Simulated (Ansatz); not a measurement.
What settings do to one calculation: rocksalt alloy of LiCl and LiBr (3 of 8 Cl sites exchanged), 16 atoms with displaced atoms

Ansatz (PAW, plane waves), atoms fixed. The base input:

```yaml
crystal:
  lattice:
    - [0.000000, 5.197439, 5.197439]
    - [5.197439, 0.000000, 5.197439]
    - [5.197439, 5.197439, 0.000000]
  atoms:
    - { symbol: Cl, position: [0.750387, 0.246000, 0.248919] }
    - { symbol: Cl, position: [0.249705, 0.749267, 0.754043] }
    - { symbol: Cl, position: [0.251492, 0.744748, 0.253304] }
    - { symbol: Cl, position: [0.244400, 0.251627, 0.750642] }
    - { symbol: Cl, position: [0.746845, 0.751184, 0.252577] }
    - { symbol: Br, position: [0.747889, 0.249831, 0.750869] }
    - { symbol: Br, position: [0.249334, 0.252038, 0.252108] }
    - { symbol: Br, position: [0.750531, 0.751687, 0.753173] }
    - { symbol: Li, position: [0.998755, 0.999522, 0.001371] }
    - { symbol: Li, position: [0.502428, 0.500596, 0.498455] }
    - { symbol: Li, position: [0.994038, 0.993248, 0.504672] }
    - { symbol: Li, position: [0.506237, 0.498670, 0.995434] }
    - { symbol: Li, position: [0.000498, 0.498351, 0.003950] }
    - { symbol: Li, position: [0.501396, 0.999534, 0.494320] }
    - { symbol: Li, position: [0.498683, 0.004191, 0.996454] }
    - { symbol: Li, position: [0.000589, 0.499331, 0.503154] }
kpoints:
  mp_grid: { grid: [2, 2, 2], shift: [0.5, 0.5, 0.5] }
hamiltonian:
  xc: pbesol
scf:
  occupations: { method: fermi_dirac, width: 0.01 }
output:
  forces: true
  eigenvalues: true
  stress: true
  populations: true
```

Command:

```sh
ansatz run in.yaml --threads 7 --pin off --max-ram 13300MiB --runs-dir r --events-out ev --progress --plain
```

It converged in 6 iterations and 1.4 s of wall time on 7 threads of a Neoverse-V2 processor, on a host shared with other runs; peak host memory 0.78 GiB; largest force component 0.25 eV/Å, pressure 0.23 GPa. The cutoff was the default, 420 eV. The base isn't a converged reference: it has few k points, and its atoms are unrelaxed. Each run below changes the keys shown and caps the iterations.

```csv
run,changed,ending,iterations,free energy less the base (meV per atom),rms change of forces (eV/Å),change of pressure (GPa),"wall time (s, shared host)"
1,"max_iter 2, n_extra_bands 0, total_charge 2",refused,–,–,–,–,–
2,"ecutwfc 350 eV, max_iter 70",converged,6,0.6,0.000,0.00,0.8 CPU
3,"mixing beta 0.4, max_iter 70",converged,6,0.0,0.000,0.00,1 CPU
4,"ecutrho_ratio 1, mixing beta 0.1, max_iter 60, k points a 2×2×1 mesh centred on Γ",converged,7,34.7,0.021,2.36,0.6 CPU
5,"mixing beta 0.1, xc_grid 1 (2 is the default), max_iter 80",converged,7,0.0,0.000,0.00,1 CPU
6,"mixing beta 0.1, occupations fixed, max_iter 80",converged,7,0.0,0.000,0.00,1 CPU
7,"xc rpbe, max_iter 2, occupations tetrahedron",not converged,–,–,–,–,–
8,"mixing algorithm broyden, accuracy low (cutoff and grids as in the base), dispersion d4, max_iter 100",converged,7,other zero,0.000,-0.66,1.3 CPU
9,"ecutwfc 180 eV, max_iter 80",converged,6,772.7,0.021,0.35,0.5 CPU
10,"mixing algorithm msr1, max_iter 90",converged,6,0.0,0.000,0.00,1.1 CPU
```

«Other zero»: another functional, charge or dispersion term moves the zero of energy, so the difference says nothing of accuracy.

Task: Which changes leave the result alone, and which of the same physical model moves the forces most?

Result: The forces move by under 0.002 eV/Å in runs 2, 3, 5, 6, 10. Run 9 (ecutwfc 180 eV, max_iter 80) moves them most among the runs with the same functional, charge and dispersion term, by 0.021 eV/Å.

Task: Why did some runs give no result?

Result: - run 1: inconsistent input (scf.n_extra_bands, scf.occupations.method): n_bands = 39 leaves no empty band above the 39 bands per channel that the deck's 78 electrons occupy, and the occupations search for the Fermi level (a smearing at a finite width, or tetrahedra): …
- run 7: did not converge after 2 iterations: dr2 = 4.11e-3 (threshold 1.00e-7), under the density mixer `msr1`, which `scf.mixing.algorithm: auto` chose by the deck's other keys (type `scf.mixing.algorithm: msr1` to keep it);
